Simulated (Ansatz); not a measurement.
## What DFT gives for Sr₂Ag₄Rh

```
Sr Rh Ag
1.0
     0.00000    4.46361    0.00000
     4.46361    0.00000    0.00000
     2.23180    2.23180   -7.32327
Sr Rh Ag
2 1 4
Direct
  0.35380 0.35380 0.29240
  0.64620 0.64620 0.70760
  0.00000 0.00000 0.00000
  0.50000 0.00000 0.00000
  0.00000 0.50000 0.00000
  0.16300 0.16300 0.67400
  0.83700 0.83700 0.32600
```

The numbers come from plane-wave PAW DFT (Ansatz): r2SCAN, no spin polarisation, 500 eV, 8×8×8 Γ-centred k points, fermi-dirac occupations (width 0.1 eV). Nothing was relaxed.

(1) Describe some of the short contacts.

(2) Is there a gap?

(3) Is it stable against the elements?

(4) Where is the largest force?

(5) Give the Bader charges.

(6) What does the stress say?

Origin: a known structure type with other elements, at an estimated volume, so it need not be a known compound. Caveats: atoms or cell far from equilibrium.

Answers

(1) Rh–Ag at 2.23 Å: least valence density 0.79 e/Å³ and ELF 0.20 there. Sr–Ag at 2.79 Å: least valence density 0.23 e/Å³ and ELF 0.11 there. Both are smooth PAW fields, read partly inside the augmentation spheres.

(2) It is a metal, with about 2.6 states/eV a cell as the mean within 0.25 eV of the Fermi level, mostly Rh d (27 %), Ag s (26 %) and Sr s (13 %).

(3) 0.76 eV an atom against the elements' usual phases (free molecules for gases, crystals otherwise, with no correction for O₂ or N₂), so at this geometry it isn't bound against them. Relaxing would lower it.

(4) The largest is on Ag6 (and as large on other atoms): 1.51 eV/Å, components (0.00, 0.00, 1.51). It makes 180° with the line to a nearest neighbour, Rh3 at 2.39 Å, pointing away from it.

(5) Bader charges in e: Sr +1.35, Ag -0.77 to -0.40, Rh -0.37. In the mean Sr gives up most and Ag takes most.

(6) The pressure is 33.3 GPa (compression positive), so with the atoms held at these fractions the cell would first expand; the forces are large, so a full relaxation may end otherwise. The principal stresses 27.0, 36.4, 36.4 GPa differ, so its shape would change too.
